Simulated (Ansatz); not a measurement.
SnSe2:
```xyz
3
Lattice="3.8290 0.0000 0.0000 -1.9145 3.3160 0.0000 0.0000 0.0000 6.2850" Properties=species:S:1:pos:R:3 pbc="T T T"
Sn     0.0000     0.0000     0.0000
Se     0.0000     2.2107     1.5736
Se     1.9145     1.1053     4.7114
```

Relaxed with r²SCAN+D4. Special points in fractions of this cell's reciprocal vectors: Γ (0.000, 0.000, 0.000); M (0.500, 0.000, 0.000); K (0.333, 0.333, 0.000); A (0.000, 0.000, 0.500); L (0.500, 0.000, 0.500); H (0.333, 0.333, 0.500).

### Question
List the band energies nearest the valence-band maximum at these points for plane-wave PAW r²SCAN+D4 (Ansatz code).

### Answer
In eV from the valence-band maximum; about four levels below and three above (degenerate sets whole), none deeper than 8.9 eV; points with the same levels are listed once.

```
k                          below                above
-  -----------------------------  -------------------
Γ  -0.56 -0.56 -0.27 -0.27 -0.12  1.47 3.60 5.08 5.08
M        -2.85 -2.50 -1.14 -0.26       1.40 4.31 5.85
K  -3.58 -3.58 -3.28 -1.46 -1.46       1.60 6.87 6.87
A        -0.65 -0.65 -0.12 -0.12  2.80 3.54 4.84 4.84
L        -2.34 -1.99 -0.78 -0.61       1.03 4.70 5.23
H  -4.06 -4.06 -3.62 -0.41 -0.41       2.63 5.11 5.11
```

Space group P-3m1 (CdI2 type). The r²SCAN+D4 relaxation kept the symmetry of its start; of distortions, only those at the zone centre were tested. Spin–orbit coupling is left out wherever it is not named.

Potentials: the later of the program's two PAW sets.
